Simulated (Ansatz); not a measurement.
**MgSi3: relaxed-ion elastic tensor**

Method: Ansatz, DFT PBEsol, scalar-relativistic, plane waves, PAW. Cutoff 420 eV, 16×16×16 k-points (Γ-centred), Fermi-Dirac smearing of 0.15 eV. No spin polarisation.

Equilibrium structure at this level:
```xyz
4
Lattice="-1.9511 1.9511 4.0754 1.9511 -1.9511 4.0754 1.9511 1.9511 -4.0754" Properties=species:S:1:pos:R:3 pbc="T T T"
Mg    0.0000    0.0000    0.0000
Si    0.0000    0.0000    4.0754
Si    1.9511    0.0000    2.0377
Si    0.0000    1.9511    2.0377
```

The cell was built by swapping an element in a database structure (itself possibly hypothetical) and relaxing; it need not be the stable form of this composition. In a metal, frequencies and elastic constants depend on the k mesh and the smearing, soft modes and shear constants most.

(1) Give the relaxed-ion elastic constants (GPa, Voigt order xx yy zz yz xz xy, on the axes of the cell above).

(2) Is the crystal stable against homogeneous strain?

Answers

(1)
C11 = 71.6, C12 = 95.6, C13 = 64.4, C22 = 71.6, C23 = 64.4, C33 = 92.7, C44 = 21.7, C55 = 21.7, C66 = 34.7 GPa; the others vanish.

(2) No: the tensor has an eigenvalue of -24.0 GPa, so some strain lowers the energy.